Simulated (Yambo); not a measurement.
Yambo run on LiNO$_{3}$ (space group R-3c, No. 167). The wavefunctions are PBEsol (pw.x of Quantum ESPRESSO, ONCV potentials, without SOC) ones on a 4×4×4 mesh (26 occupied bands); a = b = c = 5.6283 Å, α = β = γ = 48.85°.

Yambo input:

```
rim_cut
gw0
dyson
el_el_corr
HF_and_locXC
ppa
em1d
RandQpts= 1000000
RandGvec= 1 Ry
EXXRLvcs= 84 Ry
VXCRLvcs= 336 Ry
Chimod= "HARTREE"
% BndsRnXp
 3 | 109 |
%
NGsBlkXp= 6 Ry
% LongDrXp
 1.0 | 1.0 | 1.0 |
%
PPAPntXp= 27.2114 eV
% GbndRnge
 1 | 50 |
%
GTermKind= "none"
DysSolver= "n"
ExtendOut
% QPkrange
 7 | 7 | 26 | 27 |
 8 | 8 | 27 | 27 |
%
```

k points by index: 7 = F, 8 = (0.25, 0.25, 0.25).

The o-*.qp file then holds:

```
#    K-point    Band    Eo [eV]    E [eV]    E-Eo [eV]    Vxc [eV]    Vnlxc [eV]    Sc|Eo [eV]    Sc|E [eV]    dSc/dw|Eo [eV]    Re(Z)    Im(Z)
#
    7    26    0.000000    -1.002023    -1.002023    -20.48098    -27.13293    5.420996    5.649922    -6.215989    0.814043    -0.001148
    7    27    3.397029    6.632305    3.235276    -18.66411    -13.59852    -1.157611    -1.830323    -5.657948    0.827864    -0.001031
    8    27    3.053328    6.179229    3.125901    -17.97797    -12.95821    -1.262908    -1.893852    -5.492338    0.832057    -0.979471E-3
```
(The two width columns are left out.) Convergence of these settings isn't established.

Geometry of the Materials Project entry, not relaxed at this level.

The structure is a Materials Project entry; no match was found in the copy of COD used, and its stability was not checked.
